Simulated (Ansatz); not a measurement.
## Cu: structures and their energies

31 relaxations of Cu ended in 9 distinct structures. All values below come from r2SCAN (plane waves to 500 eV, PAW, scalar-relativistic; Ansatz, an electronic-structure program).

```tsv
#	space group	Pearson	type	E − E(lowest) (eV/atom)	V (Å³/atom)	coordination	runs ending here
1	Fm-3m	cF4	fcc (Cu type)	0.00	11.44	Cu 12 (cuboctahedral)	15
2	P6₃/mmc	hP2	hcp (Mg type)	0.01	11.45	Cu 12 (anticuboctahedral)	5
3	I4/mmm	tI2	–	0.04	11.48	–	2
4	Im-3m	cI2	bcc (W type)	0.04	11.48	Cu 8 (cubic)+6	1
5	Fddd	oF8	AFLOW prototype A_oF8_70_a	0.06	11.58	–	1
6	Fmmm	oF8	–	0.18	12.03	–	3
7	Pm-3m	cP1	AFLOW prototype A_cP1_221_a (A_h)	0.51	13.30	–	2
8	P4₁22	tP4	–	0.59	16.66	–	1
9	Im-3m	cI6	–	0.85	15.74	–	1
```

Coordination numbers (neighbours up to the widest gap in distance over summed covalent radii, below 1.35; n+m marks a second, longer set). All are gapless at this level. Fm-3m, cF4, fcc (Cu type) is the lowest of the structures calculated here.

Space group Fm-3m (No. 225); a = 3.5768 Å, b = 3.5768 Å, c = 3.5768 Å, α = 90.00°, β = 90.00°, γ = 90.00°

```
atom  site  symmetry       x       y       z
----  ----  --------  ------  ------  ------
Cu      4a      m-3m  0.0000  0.0000  0.0000
```
(The calculation used a cell of 1 atom; values per cell refer to that cell.)

Probably no minimum, since a slightly shaken restart fell lower: Im-3m, cI2, bcc (W type) (by 0.04 eV/atom, to Fm-3m); Pm-3m, cP1, AFLOW prototype A_cP1_221_a (A_h) (by 0.51 eV/atom, to Fm-3m). Each run could gain symmetry but not lose that of its start, so entries can be saddle points. From databases, or of a type measured for this composition: Fm-3m, cF4, fcc (Cu type); the others are generated cells (placed on structure types, drawn at random, substituted or restacked) that were not matched to a known phase here. Energies are at zero temperature and pressure, without zero-point motion. Each cell has its own k-point mesh; energy differences are given only to the digits this allows. No spin polarisation in the result.
